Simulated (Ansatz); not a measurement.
The end of the path is a generated cell of AlOs: the first start was made by placing the elements on the sites of a structure type, and the end was not matched to a known phase here, so it may be hypothetical.

A geometry of AlOs away from equilibrium: step 20 of the relaxation of a generated cell, AlOs built in the AFLOW prototype AB_tP8_136_g_f (as in BeO). Method: PBEsol (plane waves to 420 eV, PAW, scalar-relativistic; Ansatz, a program for electronic structure). Γ-centred k-mesh 6×6×10 on the run's cell (coarser than for final values), Fermi–Dirac smearing 0.05 eV.

```xyz
8
Lattice="5.0033 0.0000 0.0000 0.0000 5.0033 0.0000 0.0000 0.0000 4.6215" Properties=species:S:1:pos:R:3:forces:R:3 pbc="T T T" free_energy=-47095.889 pressure_GPa=14.0
Os     1.5289     3.4744     0.0000    0.0079   -0.0079    0.0000
Os     4.0306     4.0306     2.3107    0.0079    0.0079    0.0000
Os     0.9727     0.9727     2.3107   -0.0079   -0.0079    0.0000
Os     3.4744     1.5289     0.0000   -0.0079    0.0079    0.0000
Al     0.9987     0.9987     0.0000    0.0082    0.0082    0.0000
Al     3.5003     1.5030     2.3107    0.0082   -0.0082    0.0000
Al     1.5030     3.5003     2.3107   -0.0082    0.0082    0.0000
Al     4.0046     4.0046     0.0000   -0.0082   -0.0082    0.0000
```

Positions in Å, forces in eV/Å, free energy of the cell in eV (comparable only within this code, potentials and settings). Largest force: 0.01 eV/Å, on Os1, Os2, Os3, Os4, Al5, Al6, Al7, Al8 (atoms numbered as listed); the geometry lies 0.12 eV/atom above the end of its relaxation.

No spin polarisation in the result. A magnetic state may lie lower.

The run could not lose the symmetry of its start: the end is stationary, and may be a saddle point rather than a minimum.
